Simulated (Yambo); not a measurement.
Yambo run on AgCl (rock salt, space group Fm-3m, No. 225). The wavefunctions are norm-conserving PBEsol (Quantum ESPRESSO, 82 Ry, without SOC) ones on a 4×4×4 mesh (13 occupied bands); a = 3.852 Å, b = 3.852 Å, c = 3.852 Å, α = 60.00°, β = 60.00°, γ = 60.00°.

Yambo input:

```
rim_cut
HF_and_locXC
RandQpts= 1000000
RandGvec= 1 Ry
EXXRLvcs= 82 Ry
VXCRLvcs= 328 Ry
% QPkrange
 1 | 1 | 13 | 14 |
 3 | 3 | 13 | 14 |
 7 | 7 | 13 | 14 |
 8 | 8 | 13 | 14 |
%
```

k points by index: 1 = Γ, 3 = L, 7 = X, 8 = W.

Resulting energies as the program prints them:

```
#    K-point    Band    Eo [eV]    Ehf [eV]    Vxc [eV]    Vnlxc [eV]
#
    1    13    -2.550606    -6.835174    -14.50416    -18.78873
    1    14    0.726665    5.123467    -11.37464    -6.977838
    3    13    0.000000    -5.003671    -21.45844    -26.46211
    3    14    3.875318    8.313339    -9.642610    -5.204589
    7    13    -2.021196    -8.979801    -24.39741    -31.35601
    7    14    2.133621    7.061007    -11.86301    -6.935619
    8    13    -1.346856    -6.671805    -21.27787    -26.60282
    8    14    4.159994    9.026555    -13.79260    -8.926040
```
Exchange alone, without screening.

Geometry relaxed with PBEsol.
